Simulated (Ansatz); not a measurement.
Structure relaxation, Si

The start is a generated cell, Si built in the A7 structure type. The cell and all atomic positions are relaxed at zero pressure with r2SCAN (plane waves to 500 eV, PAW, scalar-relativistic; Ansatz, an electronic-structure program). The first steps use a coarse 8×8×8 k-mesh.

Initial structure:
```yaml
crystal:
  lattice:
    - [1.65835, 0.95745, 3.07521]
    - [-1.65835, 0.95745, 3.07521]
    - [0.00000, -1.91490, 3.07521]
  atoms:
    - { symbol: Si, position: [0.22754, 0.22754, 0.22754] }
    - { symbol: Si, position: [0.77246, 0.77246, 0.77246] }
```

**Question.** How large is the pressure on the unrelaxed cell, and of which sign?

**Answer.** +23 GPa (positive: the cell is compressed).

**Question.** Which atoms feel the largest initial force, and how large is it?

**Answer.** About 2.5 eV/Å, on Si1, Si2 (atoms numbered as listed).

**Question.** Does the structure survive the relaxation? Give the final space group.

**Answer.** The space group goes from R-3m (No. 166) to Pm-3m (No. 221); the end is AFLOW prototype A_cP1_221_a (A_h), with 1 atom in the primitive cell.

**Question.** How does the volume change?

**Answer.** +10.2 %, from 14.65 to 16.14 Å³/atom.

**Question.** Is the relaxed structure metallic? Give its gap.

**Answer.** No gap (metallic).

**Question.** Write out the relaxed structure.

**Answer.** 
```cif
data_Si
_chemical_formula_sum 'Si1'
_space_group_name_H-M_alt 'Pm-3m'
_space_group_IT_number 221
_space_group_name_Hall '-P 4 2 3'
_cell_length_a 2.52739
_cell_length_b 2.52739
_cell_length_c 2.52739
_cell_angle_alpha 90.000
_cell_angle_beta 90.000
_cell_angle_gamma 90.000
loop_
_atom_site_label
_atom_site_type_symbol
_atom_site_symmetry_multiplicity
_atom_site_Wyckoff_symbol
_atom_site_fract_x
_atom_site_fract_y
_atom_site_fract_z
_atom_site_occupancy
Si1 Si 1 b 0.50000 0.50000 0.50000 1
```

Final values are on a 18×18×18 k-mesh of the relaxed cell. No spin polarisation in the result.

The run could not lose the symmetry of its start, so the end can be a saddle point.

The relaxed structure here is a generated cell of Si: the first start was made by placing the elements on the sites of a structure type, and the end was not matched to a known phase here, so it may be hypothetical. Known forms of Si include space group No. 227.
